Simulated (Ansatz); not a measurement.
What a change of settings does: Fe (bcc type)

First run: DFT, PBE, all-electron LAPW, scalar-relativistic (Ansatz 0.2.0).

Command: `ansatz run input.yaml --threads 1 --pin off --max-ram 3072MiB --backend cpu --events-out ev --progress --plain --runs-dir out` It took 36 s on 1 thread of Arm Neoverse V2 (shared host), peak memory 0.56 GiB.

```yaml
crystal:
  lattice:
    - [-1.2448978255, 1.2448978255, 1.2448978255]
    - [1.2448978255, -1.2448978255, 1.2448978255]
    - [1.2448978255, 1.2448978255, -1.2448978255]
  atoms:
    - { symbol: Fe, position: [0.0, 0.0, 0.0], spin: 2.5 }
magnetization:
  spin_polarized: true
kpoints:
  mp_grid: { grid: [21, 21, 21] }
scf:
  occupations: { method: fermi_dirac, width: 0.1 }
hamiltonian:
  xc: pbe
  pseudopotentials: { kind: all_electron, lapw: { basis_error: 0.001 } }
output:
  forces: true
  stress: true
  eigenvalues: true
  populations: true
```

The cell comes from a relaxation on PAW files under the same functional.

This run: volume at 0.68 of the series' base cell.

It converges in 8 SCF iterations at a pressure of 181.8 GPa, cell moment 1.36 μB.

A second run of a changed input logged this at its end:

```
Error: invalid value for `kpoints.mp_grid.grid`: each dimension must be in 1..=255
```

**Question.** What was wrong with the input?

**Answer.** The fault: a k mesh that is ill-formed (a zero count, or a grid and a spacing together), by this change (others could give a like log):
```diff
 kpoints:
-  mp_grid: { grid: [21, 21, 21] }
+  mp_grid: { grid: [0, 21, 21] }
 scf:
   occupations: { method: fermi_dirac, width: 0.1 }
+  max_iter: 75
 hamiltonian:
```
